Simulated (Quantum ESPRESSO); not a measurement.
## TaHf2O5F3 (input and log of a self-consistent run)

A calculation, not a measurement. The program is pw.x of Quantum ESPRESSO 7.5 (plane-wave density functional theory). The cell is made up: 11 atoms on a fluorite lattice with one site empty, with randomly drawn elements, strain and displacements, not relaxed. PseudoDojo standard norm-conserving files (v0.5 for PBE, v0.4.1 for LDA and PBEsol) set the functional; there is no spin polarisation, spin-orbit coupling or dispersion term, and the masses in the input are unused placeholders.

The hafnium pseudopotential is less sure than the others, with forces about 3 percent (worst 6) and pressure in oxides about 1.5 GPa (worst 2.7) from a second method in checks, which no rerun with the same files tests.

Input:

```
&control calculation='scf', pseudo_dir='./dojo.nc.sr.pbe.v0_5.standard.upf', outdir='./o', disk_io='low', tprnfor=.true., tstress=.true. /
&system ibrav=0, nat=11, ntyp=4, nbnd=50, ecutwfc=84.00895049, nosym=.true., tot_charge=0,
 occupations='smearing', smearing='fd', degauss=0.0018374661
/
&electrons conv_thr=7.350e-09, electron_maxstep=60, /
ATOMIC_SPECIES
F 1.0 F.upf
Hf 1.0 Hf.upf
O 1.0 O.upf
Ta 1.0 Ta.upf
CELL_PARAMETERS angstrom
4.922 -0.0389 0.0304
-0.0389 4.8921 -0.0268
0.0304 -0.0268 4.9925
ATOMIC_POSITIONS angstrom
Ta -0.1674 -0.0306 -0.0936
Hf 0.0401 2.3046 2.4292
Hf 2.463 -0.0695 2.4042
O 1.208 1.2353 1.1022
F 1.213 1.0593 3.7508
O 1.325 3.5971 1.3053
F 1.2415 3.5989 3.7726
F 3.7692 1.2153 1.251
O 3.8339 1.2278 3.7709
O 3.6392 3.5319 1.2025
O 3.6959 3.5607 3.8565
K_POINTS automatic
5 5 5 1 1 1
```

The log is shortened where brackets say so; the opening notice, blank lines, dates and the lines on written files are dropped, and the path of the files is cut. It prints rydbergs, bohrs and kilobars, and counts compression as positive stress. With no partly filled state, the Fermi energy that it prints is only some level between the filled and the empty states on the mesh, and need not lie in the true gap.

```
     Program PWSCF v.7.5
     Parallel version (MPI & OpenMP), running on       4 processor cores
     Number of MPI processes:                 4
     Threads/MPI process:                     1
     [start-up lines left out]
     bravais-lattice index     =            0
     lattice parameter (alat)  =       9.3017  a.u.
     unit-cell volume          =     811.1393 (a.u.)^3
     number of atoms/cell      =           11
     number of atomic types    =            4
     number of electrons       =        88.00
     number of Kohn-Sham states=           50
     kinetic-energy cutoff     =      84.0090  Ry
     charge density cutoff     =     336.0358  Ry
     scf convergence threshold =      7.3E-09
     mixing beta               =       0.7000
     number of iterations used =            8  plain     mixing
     Exchange-correlation= PBE
                           (   1   4   3   4   0   0   0)
     [axes and pseudopotential details left out]
   Cartesian axes
     site n.     atom                  positions (alat units)
         1        Ta     tau(   1) = (  -0.0340089  -0.0062167  -0.0190157  )
         2        Hf     tau(   2) = (   0.0081467   0.4682007   0.4935144  )
         3        Hf     tau(   3) = (   0.5003812  -0.0141196   0.4884354  )
         4        O      tau(   4) = (   0.2454163   0.2509626   0.2239221  )
         5        F      tau(   5) = (   0.2464321   0.2152066   0.7620096  )
         6        O      tau(   6) = (   0.2691860   0.7307840   0.2651837  )
         7        F      tau(   7) = (   0.2522222   0.7311497   0.7664385  )
         8        F      tau(   8) = (   0.7657477   0.2468994   0.2541522  )
         9        O      tau(   9) = (   0.7788921   0.2494389   0.7660931  )
        10        O      tau(  10) = (   0.7393370   0.7175381   0.2442990  )
        11        O      tau(  11) = (   0.7508562   0.7233890   0.7834835  )
     number of k points=    63  Fermi-Dirac smearing, width (Ry)=  0.0018
                       cart. coord. in units 2pi/alat
        k(    1) = (   0.1002022   0.1019528   0.0985300), wk =   0.0320000
        k(    2) = (   0.0989927   0.1030235   0.2957288), wk =   0.0320000
     [further k points left out]
     Dense  grid:    84333 G-vectors     FFT dimensions: (  60,  54,  60)
     Estimated max dynamical RAM per process >     272.04 MB
     Estimated total dynamical RAM >       1.00 GB
     Initial potential from superposition of free atoms
     starting charge      87.9953, renormalised to      88.0000
     Starting wfcs are   62 randomized atomic wfcs
     total cpu time spent up to now is        4.6 secs
     per-process dynamical memory:   213.0 Mb
     Self-consistent Calculation
     iteration #  1     ecut=    84.01 Ry     beta= 0.70
     Davidson diagonalization with overlap
     ethr =  1.00E-02,  avg # of iterations =  2.0
     total cpu time spent up to now is       13.1 secs
     total energy              =    -667.97617984 Ry
     estimated scf accuracy    <       4.13429800 Ry
     iteration #  2     ecut=    84.01 Ry     beta= 0.70
     Davidson diagonalization with overlap
     ethr =  4.70E-03,  avg # of iterations =  6.8
     total cpu time spent up to now is       26.1 secs
     total energy              =    -664.97746252 Ry
     estimated scf accuracy    <      27.95880523 Ry
     iteration #  3     ecut=    84.01 Ry     beta= 0.70
     Davidson diagonalization with overlap
     ethr =  4.70E-03,  avg # of iterations =  5.8
     total cpu time spent up to now is       38.7 secs
     total energy              =    -670.08606871 Ry
     estimated scf accuracy    <       1.12853988 Ry
     iteration #  4     ecut=    84.01 Ry     beta= 0.70
     Davidson diagonalization with overlap
     ethr =  1.28E-03,  avg # of iterations =  2.1
     total cpu time spent up to now is       47.3 secs
     total energy              =    -670.12451935 Ry
     estimated scf accuracy    <       0.40713777 Ry
     iteration #  5     ecut=    84.01 Ry     beta= 0.70
     Davidson diagonalization with overlap
     ethr =  4.63E-04,  avg # of iterations =  1.4
     total cpu time spent up to now is       55.1 secs
     total energy              =    -670.08428377 Ry
     estimated scf accuracy    <       0.18050484 Ry
     [iterations 6 to 10 left out]
     iteration # 11     ecut=    84.01 Ry     beta= 0.70
     Davidson diagonalization with overlap
     ethr =  7.36E-08,  avg # of iterations =  5.0
     total cpu time spent up to now is      123.1 secs
     total energy              =    -670.11111290 Ry
     estimated scf accuracy    <       0.00003040 Ry
     iteration # 12     ecut=    84.01 Ry     beta= 0.70
     Davidson diagonalization with overlap
     ethr =  3.45E-08,  avg # of iterations =  1.9
     total cpu time spent up to now is      131.3 secs
     total energy              =    -670.11111331 Ry
     estimated scf accuracy    <       0.00000600 Ry
     iteration # 13     ecut=    84.01 Ry     beta= 0.70
     Davidson diagonalization with overlap
     ethr =  6.82E-09,  avg # of iterations =  3.7
     total cpu time spent up to now is      141.4 secs
     total energy              =    -670.11111483 Ry
     estimated scf accuracy    <       0.00000055 Ry
     iteration # 14     ecut=    84.01 Ry     beta= 0.70
     Davidson diagonalization with overlap
     ethr =  6.22E-10,  avg # of iterations =  4.7
     total cpu time spent up to now is      152.3 secs
     total energy              =    -670.11111487 Ry
     estimated scf accuracy    <       0.00000031 Ry
     iteration # 15     ecut=    84.01 Ry     beta= 0.70
     Davidson diagonalization with overlap
     ethr =  3.47E-10,  avg # of iterations =  2.6
     total cpu time spent up to now is      161.8 secs
     End of self-consistent calculation
          k = 0.1002 0.1020 0.0985 ( 10563 PWs)   bands (ev):
   -58.4402 -50.9521 -50.7460 -25.1227 -24.8313 -24.7246 -20.1648 -19.8070
   -19.7357 -19.5734 -19.4311 -19.3262 -14.5343 -13.8933 -13.1881  -7.1092
    -6.1688  -5.7136  -5.5838  -4.8244   2.1185   2.4196   3.0106   3.1167
     3.4411   4.0002   4.3442   4.7189   5.2740   6.0136   6.3649   6.6546
     7.2673   7.4015   8.0940   8.3578   8.6490   8.8827   9.2743   9.5076
     9.7640  10.4693  10.8919  11.4751  13.2457  13.3158  14.4305  14.5115
    15.0119  15.3249
     [levels at the other k points left out]
     the Fermi energy is    12.4795 ev
!    total energy              =    -670.11111494 Ry
     estimated scf accuracy    <          3.4E-09 Ry
     smearing contrib. (-TS)   =      -0.00000000 Ry
     internal energy E=F+TS    =    -670.11111494 Ry
     The total energy is F=E-TS. E is the sum of the following terms:
     one-electron contribution =    -166.55262021 Ry
     hartree contribution      =     134.53124767 Ry
     xc contribution           =    -162.08151121 Ry
     ewald contribution        =    -476.00823120 Ry
     convergence has been achieved in  15 iterations
     Forces acting on atoms (cartesian axes, Ry/au):
     atom    1 type  4   force =    -0.04441743   -0.11939306    0.05349205
     atom    2 type  2   force =     0.03763831    0.16116370   -0.06358511
     atom    3 type  2   force =     0.00722242   -0.09354869   -0.06073035
     atom    4 type  3   force =    -0.01987928   -0.07907189    0.06839366
     atom    5 type  1   force =     0.05500354    0.00837766   -0.02831419
     atom    6 type  3   force =    -0.08248933    0.05859809    0.03428320
     atom    7 type  1   force =    -0.01201109    0.01095128    0.01789963
     atom    8 type  1   force =    -0.07444131   -0.05680686   -0.02960664
     atom    9 type  3   force =    -0.01073209   -0.09635880    0.01922199
     atom   10 type  3   force =     0.09811315    0.11474260    0.04938479
     atom   11 type  3   force =     0.04599310    0.09134597   -0.06043903
     Total force =     0.385996     Total SCF correction =     0.000125
     Computing stress (Cartesian axis) and pressure
          total   stress  (Ry/bohr**3)                   (kbar)     P=       97.51
   0.00094770   0.00025550  -0.00058593          139.41       37.58      -86.19
   0.00025550   0.00071514   0.00034915           37.58      105.20       51.36
  -0.00058593   0.00034915   0.00032578          -86.19       51.36       47.92
     init_run     :      4.32s CPU      4.50s WALL (       1 calls)
     electrons    :    156.76s CPU    157.22s WALL (       1 calls)
     forces       :      2.13s CPU      2.15s WALL (       1 calls)
     stress       :      7.25s CPU      7.46s WALL (       1 calls)
     [timing details left out]
     PWSCF        :   2m50.60s CPU   2m51.50s WALL
     JOB DONE.
```

In other units: free energy -9117.326 eV for the cell, pressure 9.75 GPa, largest force component 4.144 eV/Å. A rerun of this cell at a cutoff of 1437 eV and k mesh 7 x 7 x 7 moved values by no more than 0.004 eV in energy, 0.03 GPa in stress and 0.002 eV/Å in force.